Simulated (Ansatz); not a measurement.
Strain response of InAg₃

Computed with Ansatz 0.2.0, DFT PBEsol, scalar-relativistic, plane waves, PAW. Settings: 420 eV cutoff, 12×12×12 k-mesh, Gaussian smearing of 0.10 eV, no spin polarisation.

Starting point, cell and atoms relaxed:

```
In Ag
1.0
     4.13817    0.00000    0.00000
     0.00000    4.13817    0.00000
     0.00000    0.00000    4.13817
In Ag
1 3
Direct
  0.00000 0.00000 0.00000
  0.00000 0.50000 0.50000
  0.50000 0.00000 0.50000
  0.50000 0.50000 0.00000
```

Deformation: biaxial strain in the a-b plane, with the length and tilt of c and the atoms relaxed, all within the symmetry that the strain leaves. Energies are extrapolated to zero smearing. Stress is positive in compression, on the Cartesian axes of the cell above.

Strains computed: -6.0, -4.0, -2.0, +2.0, +4.0, +6.0 %.

(1) At which strain does the energy stand 5.0 meV/atom over the relaxed crystal with σxx = -1.21, σyy = -1.21, σzz = 0.00 GPa?

Answers

(1) +4.0 %.

Cost: 7 runs of about 17 core-minutes in all, on Arm Neoverse V1 (shared hosts).